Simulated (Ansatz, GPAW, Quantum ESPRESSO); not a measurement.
# BiTe: programs and potentials compared

```xyz
2
Lattice="0.0000 3.2350 3.2350 3.2350 0.0000 3.2350 3.2350 3.2350 0.0000" Properties=species:S:1:pos:R:3 pbc="T T T"
Bi    0.0000    0.0000    0.0000
Te    3.2350    3.2350    3.2350
```

Alike in all runs: task band structure; functional LDA; k mesh 7 × 7 × 7; occupations fermi-dirac, width 0.05 eV; no spin polarisation; no spin-orbit coupling. LDA stands for any of its common fits. Pressure is positive in compression and, in plane waves, holds the error of the finite cutoff, which Ansatz's Pulay term estimates and takes out.

```json
{"program and potentials": "Ansatz, Ansatz PAW", "plane-wave cutoff (eV)": "420", "notes": "potentials made for PBE, which Ansatz adapts in part; 15.5 valence electrons an atom on average; Pulay term of +0.03 GPa included", "pressure (GPa)": "-2.66"}
{"program and potentials": "Ansatz, all-electron LAPW, scalar-relativistic", "plane-wave cutoff (eV)": "-", "notes": "-", "pressure (GPa)": "-2.64"}
{"program and potentials": "Quantum ESPRESSO, PseudoDojo 0.4.1 SR LDA standard", "plane-wave cutoff (eV)": "1088", "notes": "15.5 valence electrons an atom on average", "pressure (GPa)": "-2.63"}
{"program and potentials": "GPAW, the program's PAW data sets (release 1.2.1) made for this functional", "plane-wave cutoff (eV)": "600", "notes": "10.5 valence electrons an atom on average", "pressure (GPa)": "-2.89"}
```

The pressure spans -2.89 (GPAW, the program's PAW data sets (release 1.2.1) made for this functional) to -2.63 GPa (Quantum ESPRESSO, PseudoDojo 0.4.1 SR LDA standard), with all-electron results at -2.64.

The functional is the same throughout but for its coding, so the spread measures potentials, basis and numerics; runs on potential files found faulty are left out.
